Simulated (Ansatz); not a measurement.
**Pb (dhcp): energy against volume**

The calculation used DFT, PBEsol, plane waves (420 eV) with PAW, scalar-relativistic (Ansatz). The PAW files were generated under PBE, with cores re-solved for the functional.

The cell is scaled uniformly from the relaxed one, with fractional coordinates and shape fixed. Energies are extrapolated to zero smearing, pressures are those at the given smearing. Magnetic state: spin not included.

A Birch-Murnaghan fit gives V₀ = 29.98 Å³/atom, B₀ = 48 GPa, B₀′ = 4.9.

(1) What are the energy above the minimum and the pressure at 28.713 Å³/atom?

(2) What are the energy above the minimum and the pressure at 31.106 Å³/atom?

(3) What are the energy above the minimum and the pressure at 32.302 Å³/atom?

Answers

(1) 8.7 meV/atom and 2.33 GPa as computed.

(2) 5.8 meV/atom and -1.56 GPa as computed.

(3) 23.0 meV/atom and -2.92 GPa as computed.
